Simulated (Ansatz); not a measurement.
Total density of states per atom from DFT-r²SCAN in the program Ansatz with PAW potentials, in 0.25 eV bins, energy from the Fermi level:

```
E (eV) | states/eV/atom
    -7.85 | ####### 0.32
    -7.60 | ####### 0.36
    -7.35 | ######## 0.37
    -7.10 | ######## 0.38
    -6.85 | ######## 0.40
    -6.60 | ####### 0.34
    -6.35 | ######### 0.41
    -6.10 | ######## 0.41
    -5.85 | ######### 0.44
    -5.60 | ######## 0.38
    -5.35 | ############## 0.66
    -5.10 | ################### 0.90
    -4.85 | ############### 0.73
    -4.60 | ################### 0.92
    -4.35 | ######################### 1.19
    -4.10 | ##################### 1.01
    -3.85 | ############ 0.56
    -3.60 | ############ 0.60
    -3.35 | ########### 0.51
    -3.10 | ############ 0.59
    -2.85 | ################### 0.90
    -2.60 | ####### 0.36
    -2.35 | ################### 0.92
    -2.10 | ############################## 1.44
    -1.85 | #################### 0.95
    -1.60 | ################### 0.92
    -1.35 | ################## 0.88
    -1.10 | #################### 0.96
    -0.85 | ########################## 1.27
    -0.60 | ######################### 1.22
    -0.35 | ############# 0.64
    -0.10 | ###### 0.27
     0.15 | ###### 0.28
     0.40 | ######## 0.39
     0.65 | ########### 0.51
     0.90 | ######### 0.43
     1.15 | ################### 0.90
     1.40 | #################### 0.98
     1.65 | #################### 0.97
     1.90 | ########### 0.55
     2.15 | ########### 0.51
     2.40 | ########## 0.47
     2.65 | ######### 0.43
     2.90 | ##### 0.22
     3.15 | ### 0.15
     3.40 | ######### 0.45
     3.65 | ####### 0.35
     3.90 | ###### 0.28
     4.15 | ###### 0.31
     4.40 | ####### 0.35
     4.65 | ####### 0.33
```

Problem. Which of these materials gives this?
(A) C, Im-3m (C on 12d)
(B) InMo2C, P6_3/mmc (In on 2d, Mo on 4f, C on 2a)
(C) SnPt, P6/mmm (Pt on 3f, Sn on 1a, Sn on 2d)
(D) SnRu3C, anti-perovskite

Solution. D, SnRu3C, anti-perovskite. Within 0.5 eV of the Fermi level: Ru 4d 93 %. Projections are on Löwdin-orthogonalised atomic valence shells; empty p or d shells of many metals are not among them.

Space group Pm-3m (anti-perovskite). The start of the workflow was typed in or built on a structure type; neither database checked (COD, Materials Project) lists it. Whether it is the stable phase at ambient conditions was not checked. Symmetry was held in the r²SCAN relaxation; whether a distortion lowers the energy is not shown. The run is not spin-polarised. Spin–orbit coupling is left out wherever it is not named.

Potentials: the earlier of the program's two PAW sets.
